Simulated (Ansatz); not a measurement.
## SiO₂: a ladder of calculations

Cell of run 1: a structure deposited in the COD (the cell was measured well above room temperature), taken as it stands.

```
Si O
1.0
     4.98900    0.00000    0.00000
     0.00000    4.98900    0.00000
     0.00000    0.00000    6.99100
Si O
4 8
Direct
  0.29767 0.29767 0.00000
  0.20233 0.79767 0.25000
  0.70233 0.70233 0.50000
  0.79767 0.20233 0.75000
  0.24102 0.09994 0.17602
  0.40006 0.74102 0.42602
  0.75898 0.90006 0.67602
  0.59994 0.25898 0.92602
  0.74102 0.40006 0.57398
  0.90006 0.75898 0.32398
  0.25898 0.59994 0.07398
  0.09994 0.24102 0.82398
```

Atoms are numbered from 1 in the order listed; like atoms form one site, named after its first atom.

Relaxed positions (PBE, cell held):

```
CELL_PARAMETERS angstrom
4.98900 0.00000 0.00000
0.00000 4.98900 0.00000
0.00000 0.00000 6.99100
ATOMIC_POSITIONS crystal
Si 0.30283 0.30283 0.00000
Si 0.19717 0.80283 0.25000
Si 0.69717 0.69717 0.50000
Si 0.80283 0.19717 0.75000
O 0.23773 0.11194 0.18260
O 0.38806 0.73773 0.43260
O 0.76227 0.88806 0.68260
O 0.61194 0.26227 0.93260
O 0.73773 0.38806 0.56740
O 0.88806 0.76227 0.31740
O 0.26227 0.61194 0.06740
O 0.11194 0.23773 0.81740
```

All runs are DFT with Ansatz 0.2.0 (plane waves and PAW, scalar-relativistic unless spin–orbit coupling is named, Γ-centred meshes, Fermi–Dirac smearing where given) in this cell.

Run 1: PBE, gradients read without the response of the cores, atoms as given; 420 eV, 4×4×3 k-points, smearing 0.02 eV.
Run 2: PBE, gradients read without the response of the cores, atoms relaxed; 420 eV, 4×4×3 k-points, smearing 0.02 eV.
Run 3: r2SCAN, gradients read without the response of the cores, at the relaxed atoms; 500 eV, 4×4×3 k-points, smearing 0.02 eV.

```json
{"run": "1", "Si V_zz (η)": "-0.28 (0.45)", "O V_zz (η)": "9.51 (0.12)"}
{"run": "2", "Si V_zz (η)": "-0.35 (0.71)", "O V_zz (η)": "9.85 (0.18)"}
{"run": "3", "Si V_zz (η)": "?", "O V_zz (η)": "?"}
```

V_zz in 10²¹ V/m².

(1) Estimate the row of run 3.

Answers

(1) Si: -0.35 (0.67); O: 9.77 (0.17). It lies nearest to run 2, from whose tensors on these sites it differs by 0.09 at most (largest principal value of the difference, on O). Taken one at a time, the positions of the atoms (as given or relaxed) move the tensors on these sites by up to 0.50 (largest principal value of the change, on O), the functional (r2SCAN with its higher cutoff) by 0.09 (O).

In runs 1, 3 the atoms aren't at the calculated equilibrium (largest force 0.45, 0.30 eV/Å). The cell isn't the equilibrium one in run 1 (calculated pressure 7 GPa), and the entry's cell may itself be off.
